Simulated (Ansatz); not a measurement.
This run works on a proposed trial structure, not on a known crystal.

Input and command of a plane-wave DFT calculation in Ansatz:

```yaml
crystal:
  lattice:
    - [3.7238433377, 0.0, 0.0]
    - [0.0, 3.7238433377, 0.0]
    - [0.0, 0.0, 10.163731402]
  atoms:
    - { symbol: Al, position: [0.0, 0.0, 0.0284113724] }
    - { symbol: Al, position: [0.0, 0.0, 0.6960125763] }
    - { symbol: Al, position: [0.0, 0.5, 0.475136889] }
    - { symbol: Al, position: [0.5, 0.0, 0.475136889] }
    - { symbol: Nb, position: [0.5, 0.5, 0.6688776993] }
    - { symbol: F, position: [0.0, 0.0, 0.19335138] }
    - { symbol: F, position: [0.0, 0.5, 0.996536597] }
    - { symbol: F, position: [0.5, 0.0, 0.996536597] }
basis:
  ecutwfc: 420
kpoints:
  mp_grid: { grid: [6, 6, 2] }
hamiltonian:
  xc: pbe
scf:
  occupations: { method: gaussian, width: 0.1 }
  lower_state_search: "off"
output:
  forces: true
  stress: true
  eigenvalues: true
relax:
  adjacent_minimum: "off"
  f_tol: 0.04
  max_steps: 70
  cell: { stress_tol: 0.4 }
```

```bash
ansatz run input.yaml --threads 1 --pin off --max-ram 2560MiB --backend cpu --events-out ev --progress --plain --runs-dir out
```

Processor: Arm Neoverse V1, 1 thread, on a host shared with other jobs.

**Question.** Estimate time, memory and problem size.

**Answer.** About 110 s, peak memory 0.4 GiB. It solves 31 bands at 20 k points (after reduction by symmetry) with about 2997 plane waves (on the last cell), in 80 SCF iterations over 11 ionic steps.
